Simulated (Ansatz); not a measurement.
Stability checks on a candidate for TiAl₆Ni₅

The cell was found from a structure generator's guess, not taken from experiment.

The calculation used DFT PBE, scalar-relativistic, plane waves, PAW in Ansatz. Settings of the last relaxation (12-atom cell): 420 eV, 14×14×2 k points, Gaussian smearing of 0.10 eV, no spin polarisation.

```yaml
crystal:
  lattice:
    - [2.89119, 0.00000, 0.00000]
    - [0.00000, 2.89119, 0.00000]
    - [0.00000, 0.00000, 18.36074]
  atoms:
    - { symbol: Ti, position: [0.50000, 0.50000, 0.00000] }
    - { symbol: Al, position: [0.00000, 0.00000, 0.73597] }
    - { symbol: Al, position: [0.00000, 0.00000, 0.57869] }
    - { symbol: Al, position: [0.00000, 0.00000, 0.42131] }
    - { symbol: Al, position: [0.00000, 0.00000, 0.26403] }
    - { symbol: Al, position: [0.00000, 0.00000, 0.10661] }
    - { symbol: Al, position: [0.00000, 0.00000, 0.89339] }
    - { symbol: Ni, position: [0.50000, 0.50000, 0.65738] }
    - { symbol: Ni, position: [0.50000, 0.50000, 0.50000] }
    - { symbol: Ni, position: [0.50000, 0.50000, 0.34262] }
    - { symbol: Ni, position: [0.50000, 0.50000, 0.18559] }
    - { symbol: Ni, position: [0.50000, 0.50000, 0.81441] }
```

Energies over the elements count from the elements' standard structures at the same level, with no fitted energy shifts.

Task: These tests were run: energy against the elements; phonons at Γ; elastic tensor. What do they show?

Result:

| test | result |
| --- | --- |
| energy against the elements | −0.61 eV/atom |
| phonons at Γ | lowest optical mode 77 cm⁻¹ |
| elastic tensor | least eigenvalue 58 GPa |

It fails none of these tests. Other phases of the system weren't compared here, so this isn't yet thermodynamic stability. Phonons away from Γ weren't computed.

Trial moments died out on the coarse mesh, so the last step has no spin; another magnetic start might hold. The run for the phonons used a 14×14×2 k mesh and Fermi–Dirac smearing of 0.15 eV. The run for the elastic tensor used a 14×14×2 k mesh and Fermi–Dirac smearing of 0.15 eV.
